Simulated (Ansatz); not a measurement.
Data:

HfO₂:
```cif
data_Hf4O8
_chemical_formula_sum 'Hf4 O8'
_space_group_name_H-M_alt 'Fm-3m'
_space_group_IT_number 225
_space_group_name_Hall '-F 4 2 3'
_cell_length_a 5.09753
_cell_length_b 5.09753
_cell_length_c 5.09753
_cell_angle_alpha 90.000
_cell_angle_beta 90.000
_cell_angle_gamma 90.000
loop_
_atom_site_label
_atom_site_type_symbol
_atom_site_symmetry_multiplicity
_atom_site_Wyckoff_symbol
_atom_site_fract_x
_atom_site_fract_y
_atom_site_fract_z
_atom_site_occupancy
Hf1 Hf 4 a 0.00000 0.00000 0.00000 1
O1 O 8 c 0.25000 0.25000 0.25000 1
```
(The calculation used a cell of 3 atoms; values per cell refer to that cell.)

This is the PBE-relaxed structure.

Task: All from DFT-PBE in the program Ansatz with PAW potentials, unless another level is named. Estimate the hole effective mass.

Result: 0.29, 3.1, 3.1 mₑ (principal values).

Task: Predict the valence-band maximum.

Result: at X.

Task: Next, the weight of the valence-edge state by species (Voronoi cells)?

Result: O 97 %, Hf 3 %.

This is a known high-temperature phase of the composition, computed here at zero pressure and temperature. Symmetry was held in the PBE relaxation; whether a distortion lowers the energy is not shown. The run is not spin-polarised. Scalar-relativistic: spin–orbit coupling is off unless named, which matters more the heavier the elements.

Potentials: the later of the program's two PAW sets.

Edges and masses are those of Kohn–Sham bands, whose gap is no quasiparticle gap.
